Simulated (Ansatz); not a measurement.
A relaxation computed with Ansatz, from input to last step.

```yaml
crystal:
  lattice:
    - [4.0763099881, 0.0, 0.0]
    - [-2.0381549941, 3.5301880034, 0.0]
    - [0.0, 0.0, 7.351467]
  atoms:
    - { symbol: Sr, position: [0.0, 0.0, 0.0] }
    - { symbol: Mn, position: [0.66666667, 0.33333333, 0.387683], spin: 2.48 }
    - { symbol: Mn, position: [0.33333333, 0.66666667, 0.612317], spin: 2.48 }
    - { symbol: As, position: [0.66666667, 0.33333333, 0.717957] }
    - { symbol: As, position: [0.33333333, 0.66666667, 0.282043] }
basis:
  ecutwfc: 420
kpoints:
  mp_grid: { grid: [12, 12, 6] }
hamiltonian:
  xc: pbesol
scf:
  occupations: { method: gaussian, width: 0.1 }
output:
  forces: true
  stress: true
  eigenvalues: true
  populations: true
  write_density: true
  write_potential: true
  elf: true
  volumetric_format: npy
magnetization:
  spin_polarized: true
relax:
  adjacent_minimum: "off"
  f_tol: 0.01
  max_steps: 40
```

```bash
ansatz run input.yaml --threads 2 --pin off --max-ram 5120MiB --backend cpu --events-out ev --progress --plain --runs-dir out
```

Computed with Ansatz, DFT PBEsol, scalar-relativistic, plane waves, PAW.

Of 4 frames 3 are shown, positions in Å and forces in eV/Å; the SCF threshold varies from step to step.

```xyz
5
Lattice="4.0763 0.0000 0.0000 -2.0382 3.5302 0.0000 0.0000 0.0000 7.3515" Properties=species:S:1:pos:R:3:forces:R:3 pbc="T T T" step=1 free_energy_over_end_meV_per_atom=2.24
Sr    0.0000    0.0000    0.0000    0.0000    0.0000    0.0000
Mn    2.0382    1.1767    2.8500    0.0000    0.0000    0.1187
Mn    0.0000    2.3535    4.5014    0.0000    0.0000   -0.1187
As    2.0382    1.1767    5.2780    0.0000    0.0000   -0.3091
As    0.0000    2.3535    2.0734    0.0000    0.0000    0.3091
5
Lattice="4.0763 0.0000 0.0000 -2.0382 3.5302 0.0000 0.0000 0.0000 7.3515" Properties=species:S:1:pos:R:3:forces:R:3 pbc="T T T" step=2 free_energy_over_end_meV_per_atom=0.26
Sr    0.0000    0.0000    0.0000    0.0000    0.0000    0.0000
Mn    2.0382    1.1767    2.8511    0.0000    0.0000    0.0503
Mn    0.0000    2.3535    4.5004    0.0000    0.0000   -0.0503
As    2.0382    1.1767    5.2549    0.0000    0.0000   -0.1080
As    0.0000    2.3535    2.0966    0.0000    0.0000    0.1080
5
Lattice="4.0763 0.0000 0.0000 -2.0382 3.5302 0.0000 0.0000 0.0000 7.3515" Properties=species:S:1:pos:R:3:forces:R:3 pbc="T T T" step=4 free_energy_over_end_meV_per_atom=0.00
Sr    0.0000    0.0000    0.0000    0.0000    0.0000    0.0000
Mn    2.0382    1.1767    2.8528    0.0000    0.0000   -0.0050
Mn    0.0000    2.3535    4.4986    0.0000    0.0000    0.0050
As    2.0382    1.1767    5.2432    0.0000    0.0000    0.0060
As    0.0000    2.3535    2.1082    0.0000    0.0000   -0.0060
```

The run took 2.2 min on 2 threads of Arm Neoverse V2, on a shared host, peak memory 0.9 GiB.

The state reached may not be the lowest one. The program reads another magnetic order as possibly lower. Only parallel moments were tried here.